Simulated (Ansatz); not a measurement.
BeSe (CsCl type), relaxed with PBEsol (Ansatz, a first-principles code, plane waves, PAW): a = b = c = 3.0666 Å, α = β = γ = 90.00°.

| Item | Value |
|---|---|
| ΔH_f (eV/atom) | 0.46 |

### Question
The same phase is relaxed and computed with PBE in the same code. What are the cell and these values now?

### Answer
a = b = c = 3.1031 Å, α = β = γ = 90.00°.

- ΔH_f (eV/atom): 0.55

Constructed cells (a structure type filled with these elements, in neither database checked): BeSe, CsCl type. Unstable at this level: BeSe, CsCl type with PBEsol. All cells were relaxed under the symmetry of their starts (and spin orders); stability against distortions was not tested throughout. Spin–orbit coupling is left out wherever it is not named.

Potentials: the later of the program's two PAW sets.

Ansatz is a plane-wave DFT program.

Formation energies count from the lowest solids of the elements computed at the same level, not from gases.
